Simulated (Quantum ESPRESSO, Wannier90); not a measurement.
## Wannierisation of AlGaP$_{2}$ (P-4m2)

```
CELL_PARAMETERS angstrom
      3.86549     0.00000     0.00000
      0.00000     3.86549     0.00000
      0.00000     0.00000     5.45561
ATOMIC_POSITIONS crystal
  Al 0.50000 0.50000 0.50000
  Ga 0.00000 0.00000 0.00000
  P  0.00000 0.50000 0.25039
  P  0.50000 0.00000 0.74961
```

Materials Project entry mp-1228888; symmetrised, unrelaxed at this level. Not found in the COD (Crystallography Open Database) copy used; not checked further. Level: PBEsol, no spin polarisation, no spin-orbit coupling; pw.x of Quantum ESPRESSO at 64 Ry with PseudoDojo potentials, 8×8×6 k-points, Wannier90. Density: 8×8×6 mesh, cold smearing 0.01 Ry.

The plane-wave run has 31 bands and 26 electrons a cell. On the energy scale of pw.x, whose zero is arbitrary, the valence-band maximum lies at 6.19 eV.

Isolated groups of bands, relative to the valence-band maximum (bands from 14 on overlap up to the last one computed):

| bands | from (eV) | to (eV) | filling | weight on atomic waves |
|---|---|---|---|---|
| 1–5 | -14.45 | -14.27 | filled | Ga 3d 99 % |
| 6–7 | -12.00 | -9.26 | filled | P 3s 56 %, Ga 4p 13 %, Al 3p 13 % |
| 8–13 | -6.58 | 0.00 | filled | P 3p 63 %, Ga 4p 11 %, Al 3p 11 % |

Input w.win, without the blocks of cell, atoms and k-points (384 lines):

```
num_bands = 26
num_wann = 16
exclude_bands = 1-5
num_iter = 800
conv_tol = 1.0e-6
conv_window = 4
dis_num_iter = 1000
dis_conv_tol = 1.0e-6
dis_froz_max = 14.29
write_hr = true
write_u_matrices = true
begin projections
Al: s;p
Ga: s;p
P: s;p
end projections
mp_grid = 8 8 6
```

wannier90.x stops with:
```
dis_windows: More states in the frozen window than target WFs
```
At some k-point more bands lie below dis_froz_max than there are Wannier functions, and every frozen state has to fit into the subspace. Mended as below, all else unchanged, the run goes through (Ω_I = 25.4 Å²) and follows the plane-wave bands to 5.7 meV rms (states up to 2.5 eV relative to the valence-band maximum).
```
dis_froz_max = 9.16
```
